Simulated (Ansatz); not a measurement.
An Ansatz input:

```yaml
crystal:
  lattice:
    - [2.4568826786, 0.0, 0.0]
    - [-1.2284413393, 2.1277228137, 0.0]
    - [0.0, 0.0, 4.3943344415]
  atoms:
    - { symbol: Cr, position: [0.3333333333, 0.6666666667, 0.25], spin: 1.5 }
    - { symbol: Cr, position: [0.6666666667, 0.3333333333, 0.75], spin: -1.5 }
hamiltonian:
  xc: pbesol
  pseudopotentials:
    kind: paw
    azcp:
      Cr: "pseudopotentials/Cr.paw.azcp"
basis:
  ecutwfc: 420
  fft_grid_basis: typed
kpoints:
  mp_grid: { grid: [24, 24, 12], shift: [0, 0, 0] }
magnetization:
  spin_polarized: true
scf:
  occupations: { method: fermi_dirac, width: 0.05 }
output:
  write_density: true
  write_potential: true
  elf: true
  volumetric_format: npy
```

and its output:

```
Warning: the record states the generating functional pbe (its physics header spells it `PBE`), which answers neither for hamiltonian.xc's functional nor for the pbesol family's — results may be inconsistent (PPs are generated against a specific XC)
Engine: ansatz 0.2.0, aarch64-unknown-linux-gnu
Pseudopotentials: kind: paw
Pseudopotential: Cr, paw, valence charge 14, recommended cutoff 420 eV (normal) 
Functional definition: PBEsol
  exchange = pbesol_x
  correlation = pbesol_c
Crystal: 2 atoms, lattice volume = 22.972 Å³
Basis set: ecut = 420 eV, 429 PW (Γ)
Bands: 20, of which v1, the nominal top of the filled ones, is band 14 counted from 1 (13 counted from 0)
Symmetry: 12 space group operations
Space group: P-6m2 (ITA 187), of the structure as read, at distance tolerance 2.8e-5 Å
Magnetic group: BNS 194.267 (UNI 1497), of the structure as read, at distance tolerance 2.8e-5 Å
k-points: 427 of 6912 (time reversal used)
Non-local potential: Cr, projectors of the file, l = 0: 3, l = 1: 2, l = 2: 3, l = 3: 1
PAW form: soft (Blöchl's): semilocal exchange-correlation on the pseudo side does not see the compensation charge
PAW frozen core: Cr, regenerated for the run's functional, and the local potential with it (the file was generated under x = pbe(κ = 0.804, μ = 0.2195149727645171), c = pbe(β = 0.06672455060314922))
PAW one-centre angular grid: Cr, 590 points (default); XC on 64 Gauss nodes
Initial density: superposition of atomic densities (chi_scale 0.1, normalization cell)
Starting moments: Σ|m| = 3 μB on 2 of 2 sites
Starting magnetic order: antiferromagnet; an inversion exchanges its spin sublattices: spin-degenerate at every k-point
Initial wavefunctions: pseudopotential atomic-orbital guess
Functional: x = pbesol(κ = 0.804, μ = 0.12345679012345678), c = pbesol(β = 0.046)
SCF iter   1: F=—  HF=-6703.185370 eV  |F-HF|=—  |Δ(HF+E_count)|=         —  Δρ=1.61e-1 (↑1.61e-1 ↓1.61e-1)  dr2=1.11e1  dr2_m=2.30e0  M=-0.000 μB ∫|m|=0.415 μB  β_m=0.30  ethr=3.10e-3  ⟨swp⟩=3.4  Hψ=59458  notcnv=0  defer=41
Mixer restart at iter 1: flushing history
SCF iter   2: F=—  HF=-6699.109270 eV  |F-HF|=—  |Δ(HF+E_count)|=    4.08e0  Δρ=9.76e-2 (↑9.76e-2 ↓9.76e-2)  dr2=3.37e0  dr2_m=1.11e0  M=-0.000 μB ∫|m|=0.410 μB  β_m=0.49  ethr=3.10e-3  ⟨swp⟩=2.0  Hψ=38414  notcnv=0  defer=482
SCF iter   3: F=—  HF=-6697.521805 eV  |F-HF|=—  |Δ(HF+E_count)|=    1.59e0  Δρ=2.57e-2 (↑2.57e-2 ↓2.57e-2)  dr2=5.28e-2  dr2_m=1.15e-1  M=-0.000 μB ∫|m|=0.273 μB  β_m=0.69  ethr=3.10e-3  ⟨swp⟩=2.4  Hψ=33715  notcnv=0  defer=482
SCF iter   4: F=—  HF=-6697.553852 eV  |F-HF|=—  |Δ(HF+E_count)|=   3.20e-2  Δρ=5.78e-3 (↑5.78e-3 ↓5.78e-3)  dr2=7.99e-4  dr2_m=6.74e-3  M=0.000 μB ∫|m|=0.071 μB  β_m=0.85  ethr=1.89e-4  ⟨swp⟩=2.4  Hψ=39508  notcnv=0  defer=262
SCF iter   5: F=—  HF=-6697.557231 eV  |F-HF|=—  |Δ(HF+E_count)|=   3.38e-3  Δρ=4.46e-4 (↑4.39e-4 ↓4.46e-4)  dr2=8.31e-5  dr2_m=2.39e-6  M=0.000 μB ∫|m|=0.000 μB  β_m=0.80  ethr=2.85e-6  ⟨swp⟩=2.0  Hψ=29731  notcnv=0  defer=262
SCF iter   6: F=—  HF=-6697.557239 eV  |F-HF|=—  |Δ(HF+E_count)|=   8.33e-6  Δρ=4.56e-4 (↑4.40e-4 ↓4.56e-4)  dr2=1.32e-4  dr2_m=6.86e-7  M=0.000 μB ∫|m|=0.001 μB  β_m=0.82  ethr=2.97e-7  ⟨swp⟩=2.0  Hψ=29719  notcnv=0  defer=262
SCF iter   7: F=—  HF=-6697.557240 eV  |F-HF|=—  |Δ(HF+E_count)|=   1.17e-7  Δρ=4.05e-4 (↑4.05e-4 ↓2.02e-4)  dr2=1.42e-4  dr2_m=2.23e-6  M=-0.000 μB ∫|m|=0.001 μB  β_m=0.51  ethr=2.97e-7  ⟨swp⟩=2.2  Hψ=26981  notcnv=0  defer=262
SCF iter   8: F=—  HF=-6697.557233 eV  |F-HF|=—  |Δ(HF+E_count)|=   6.11e-6  Δρ=9.51e-5 (↑9.51e-5 ↓8.28e-5)  dr2=3.18e-7  dr2_m=1.55e-6  M=0.000 μB ∫|m|=0.001 μB  β_m=0.66  ethr=2.97e-7  ⟨swp⟩=2.1  Hψ=20474  notcnv=0  defer=262
SCF iter   9: F=—  HF=-6697.557233 eV  |F-HF|=—  |Δ(HF+E_count)|=   7.68e-7  Δρ=2.99e-5 (↑2.85e-5 ↓2.99e-5)  dr2=9.06e-8  dr2_m=1.48e-7  M=0.000 μB ∫|m|=0.000 μB  β_m=0.65  ethr=1.13e-9  ⟨swp⟩=2.0  Hψ=27903  notcnv=0  defer=262
SCF iter  10: F=—  HF=-6697.557233 eV  |F-HF|=—  |Δ(HF+E_count)|=   8.58e-8  Δρ=9.52e-6 (↑9.42e-6 ↓9.52e-6)  dr2=7.13e-9  dr2_m=1.67e-8  M=0.000 μB ∫|m|=0.000 μB  β_m=0.83  ethr=3.24e-10  ⟨swp⟩=2.3  Hψ=25033  notcnv=0  defer=262
SCF iter  11: F=—  HF=-6697.557233 eV  |F-HF|=—  |Δ(HF+E_count)|=   1.45e-8  Δρ=8.66e-7 (↑6.32e-7 ↓8.66e-7)  dr2=1.96e-10  dr2_m=6.14e-11  M=-0.000 μB ∫|m|=0.000 μB  β_m=0.79  ethr=2.55e-11  ⟨swp⟩=2.9  Hψ=31373  notcnv=0  defer=262
SCF iter  12: F=-6697.557233 eV  HF=-6697.557233 eV  |F-HF|=3.09e-11  |Δ(HF+E_count)|=  3.30e-10  Δρ=1.36e-7 (↑1.28e-7 ↓1.36e-7)  dr2=3.59e-11  dr2_m=5.41e-13  M=-0.000 μB ∫|m|=0.000 μB  ethr=1.00e-12  ⟨swp⟩=2.2  Hψ=54426  notcnv=0
SCF 1 converged in 12 iterations: F = -6697.557233 eV  dr2 = 3.59e-11
WARN: the starting moments were not kept: the SCF closed with an absolute magnetisation of 6.5e-7 μB, where they sum to 3 μB in size (2 sites). That is at most 0.1 of that sum. Measured as dr2_m measures the in/out step, that magnetisation stands 7.2e-14 eV from none, at or under the dr2_threshold of 1.0e-7 eV: it is no larger than a step whose dr2_m would equal this threshold. The system may hold no moment; this SCF shows only that its start led to no more than that. To try another start: raise the starting moments (crystal.atoms[].spin, magnetization.per_species, magnetization.initial_magnetization, or on a non-collinear deck that types none of these the spinor_matrix: blocks that start its atoms; where the total moment is fixed, keep their sum and leave initial_magnetization as it is; typed ones take the place of any that the run laid by itself, positive ones on a crystal's lanthanoids without a Hubbard term where scf.initial_density.shell_occupations: [] is typed) or, if the notice of its spin-set hold's release reads "site moments contracting" or "site moments show no strong build", lengthen the hold (scf.mixing.spin_hold: { on: { confirm: 4 } }; for m-r²SCAN on two components see the key's manual first). Each may lead to a state that holds a moment. A second SCF, from the converged charge density, with the starting moments and any scf.initial_density.shell_occupations laid on it anew, would have followed, and was not run: the deck does not ask for one (magnetization.retry_lost_moments is false, the default). To let it run, set magnetization.retry_lost_moments: true and run the deck again, where that key's refused combinations let it; where memory then withholds it, that run's warning says so.
SCF converged after 12 iterations
Magnetization: -0.0000 μB (14.0000 up, 14.0000 down)
Absolute magnetization: 0.0000 μB (∫|ρ↑−ρ↓|, with the PAW one-centre terms)
Spin contamination: 0.0000 ħ² per cell (⟨S²⟩ above its minimum at these occupations)
Per-site moments (μB) at R_I (Å): [(1.2766958893096022e-7, 1.0134641049021238), (-1.4460837402857055e-7, 1.0134641049021238)]
Free energy (F): -6697.557233 eV
Harris-Foulkes:  -6697.557233 eV  (|F-HF|=3.09e-11)
Internal energy: -6697.532351 eV  (E = F + TS)
E sigma→0 (E₀):  -6697.544792 eV
Entropy (-TS):   -0.024882 eV (-12.441 meV/atom)
Fermi energy:    19.240004 eV
--- Per-component energies (eV) ---
  E_band       = -283.193776
  E_kinetic    = 688.868751
  E_local      = -2355.408996  (includes V_loc(G=0)·N_el)
  E_nonlocal   = 161.661126
  E_hartree    = 1028.929206
  E_xc         = -278.572019
  E_vxc        = -356.970407  (∫ρ·V_xc dr)
  E_paw        = -2335.053256  (= ΣΔE_a)
  E_vpaw       = -479.203469  (= ΣTr[D̂ρ^β])
  E_aug_tail   = 0.000703  (compensation charges beyond the density's cutoff)
  E_ewald      = -3608.277865
  E_core_change = 0.319999  (= ΣΔE_core)
  E_smearing   = -0.024882  (= −TS)
  E_closure    = 0.000000  (closes the sum)
  Σ components = -6697.557233   (vs F -6697.557233, Δ=0.00e0)
--- Band table (eV; the first three rows and the last of 854) ---
  k-point 0 ↑: bands = ["-52.0697", "-51.9286", "-23.8701", "-23.1028", "-22.9347", "-22.9347", "-22.8623", "-22.8623", "11.5053", "15.0273", "17.9768", "18.8644", "18.8644", "19.0067", "19.2178", "19.2178", "20.3603", "20.3603", "21.5491", "21.5491"]
  k-point 1 ↑: bands = ["-52.0673", "-51.9311", "-23.8574", "-23.1163", "-22.9335", "-22.9335", "-22.8636", "-22.8636", "11.5696", "15.0050", "17.9556", "18.8575", "18.8575", "18.8683", "19.2020", "19.2020", "20.3948", "20.3948", "21.5408", "21.5408"]
  k-point 2 ↑: bands = ["-52.0603", "-51.9382", "-23.8202", "-23.1558", "-22.9299", "-22.9299", "-22.8672", "-22.8672", "11.7598", "14.9251", "17.8951", "18.5199", "18.8419", "18.8419", "19.1578", "19.1578", "20.4912", "20.4912", "21.5134", "21.5134"]
  k-point 426 ↓: bands = ["-51.7860", "-51.7860", "-23.6688", "-23.6687", "-23.5584", "-23.5584", "-23.2084", "-23.2084", "16.8512", "16.8512", "16.9000", "16.9000", "18.0633", "18.0633", "19.5982", "19.5982", "21.6069", "21.6069", "27.8323", "27.8323"]
```
